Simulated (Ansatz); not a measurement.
MoIr:
```cif
data_IrMo
_chemical_formula_sum 'Ir1 Mo1'
_space_group_name_H-M_alt 'P4/mmm'
_space_group_IT_number 123
_space_group_name_Hall '-P 4 2'
_cell_length_a 2.76381
_cell_length_b 2.76381
_cell_length_c 3.92077
_cell_angle_alpha 90.000
_cell_angle_beta 90.000
_cell_angle_gamma 90.000
loop_
_atom_site_label
_atom_site_type_symbol
_atom_site_symmetry_multiplicity
_atom_site_Wyckoff_symbol
_atom_site_fract_x
_atom_site_fract_y
_atom_site_fract_z
_atom_site_occupancy
Ir1 Ir 1 a 0.00000 0.00000 0.00000 1
Mo1 Mo 1 d 0.50000 0.50000 0.50000 1
```

Relaxed at zero pressure with PBE (plane waves, PAW; program Ansatz).

### Question
The volume is raised by 6 % and shape and atoms relax at that volume. What pressure results, and how do the axes share the change?

### Answer
-15.8 GPa; a 2.0 %, b 2.0 %, c 1.9 %; the energy rises by 47 meV/atom.

### Question
Give the new structure.

### Answer

Space group P4/mmm (No. 123); a = b = 2.819 Å, c = 3.994 Å, α = β = γ = 90.00°

```
atom  site  symmetry       x       y       z
----  ----  --------  ------  ------  ------
Ir      1a     4/mmm  0.0000  0.0000  0.0000
Mo      1d     4/mmm  0.5000  0.5000  0.5000
```

The phase is kept; no other phase was compared at this pressure.

The start of the workflow was typed in or built on a structure type; neither database checked (COD, Materials Project) lists it. COD files the formula under space group No. 51. Its standing as an ambient phase is unchecked. The cell was relaxed with PBE under the symmetry of its start; whether a distortion lowers the energy is not shown. No spin polarisation was allowed. Axis ratios of metals converge slowly with the k-mesh, so a and c are less sure than the volume. Scalar-relativistic: spin–orbit coupling is off unless named, which matters more the heavier the elements.

Potentials: the later of the program's two PAW sets.
